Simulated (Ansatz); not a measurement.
Cs₂ZrF₆:
Space group P-3m1 (No. 164); a = 6.400 Å, b = 6.400 Å, c = 4.976 Å, α = 90.00°, β = 90.00°, γ = 120.00°

```json
[
 {"atom": "Cs", "site": "2d", "symmetry": "3m.", "x": "0.6667", "y": "0.3333", "z": "0.3022"},
 {"atom": "Zr", "site": "1a", "symmetry": "-3m.", "x": "0.0000", "y": "0.0000", "z": "0.0000"},
 {"atom": "F", "site": "6i", "symmetry": ".m.", "x": "0.1521", "y": "0.3043", "z": "0.2229"}
]
```

Relaxed with r²SCAN.

**Question.** Tabulate the valence density and the electron localisation function along the shortest Zr–F contact (2.02 Å), r²SCAN in the plane-wave PAW code Ansatz.

**Answer.** 

| distance from Zr (Å) | density (e/Å³) | ELF |
|---|---|---|
| 0.20 | 3.40 | 0.18 |
| 0.30 | 3.97 | 0.45 |
| 0.40 | 4.14 | 0.68 |
| 0.50 | 3.78 | 0.78 |
| 0.61 | 3.05 | 0.81 |
| 0.71 | 2.21 | 0.77 |
| 0.81 | 1.48 | 0.61 |
| 0.91 | 0.99 | 0.35 |
| 1.01 | 0.74 | 0.19 |
| 1.11 | 0.73 | 0.22 |
| 1.21 | 0.93 | 0.44 |
| 1.31 | 1.37 | 0.68 |
| 1.41 | 2.20 | 0.78 |
| 1.51 | 3.69 | 0.79 |
| 1.61 | 5.95 | 0.74 |
| 1.72 | 8.67 | 0.65 |
| 1.82 | 11.31 | 0.53 |

The density is the valence pseudo-density with augmentation charge, so density and ELF within about 1 Å of a nucleus are not all-electron values.

The first step of the workflow began from a Materials Project structure, measured or hypothetical; the Crystallography Open Database files this formula in space group No. 164, but the cells were not matched. Whether it is the stable phase at ambient conditions was not checked. The r²SCAN relaxation kept the symmetry of its start; whether a distortion lowers the energy is not shown. No spin polarisation was allowed. Spin–orbit coupling is left out wherever it is not named.

Potentials: the later of the program's two PAW sets.
